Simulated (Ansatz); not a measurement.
TePb:
```yaml
crystal:
  lattice:
    - [0.00000, 3.25923, 3.25923]
    - [3.25923, 0.00000, 3.25923]
    - [3.25923, 3.25923, 0.00000]
  atoms:
    - { symbol: Te, position: [0.00000, 0.00000, 0.00000] }
    - { symbol: Pb, position: [0.50000, 0.50000, 0.50000] }
```

Relaxed with HSE06. Special points in fractions of this cell's reciprocal vectors: Γ (0.000, 0.000, 0.000); X (0.500, 0.000, 0.500); U (0.625, 0.250, 0.625); K (0.375, 0.375, 0.750); L (0.500, 0.500, 0.500); W (0.500, 0.250, 0.750).

Task: List the band energies nearest the valence-band maximum at these points for DFT-HSE06 in the program Ansatz with PAW potentials.

Result: In eV from the valence-band maximum; about four levels below and three above (degenerate sets whole), none deeper than 8.9 eV; points with the same levels are listed once.

```json
[
 {"k": "Γ", "below": "-5.96 -1.47 -1.47 -1.47", "above": "4.72 4.72 4.72"},
 {"k": "X", "below": "-7.81 -4.84 -3.01 -3.01", "above": "3.82 6.17 6.17"},
 {"k": "U", "below": "-8.55 -4.43 -2.47 -2.20", "above": "4.11 4.33 5.75"},
 {"k": "L", "below": "-1.01 -1.01 0.00", "above": "1.19 1.71 1.71"},
 {"k": "W", "below": "-8.57 -4.07 -4.07 -0.42", "above": "2.15 5.87 5.87"}
]
```

Space group Fm-3m (rock salt). The cell was relaxed with HSE06 under the symmetry of its start. The hybrid was solved on a coarse mesh, the path and, where they were found, the r²SCAN edge points; its band edges are the extreme levels among these. Spin–orbit coupling is left out wherever it is not named.

Potentials: the earlier of the program's two PAW sets. The files were generated under PBE; for other functionals the program regenerates the frozen cores, and for LDA and PBEsol the local potential too.
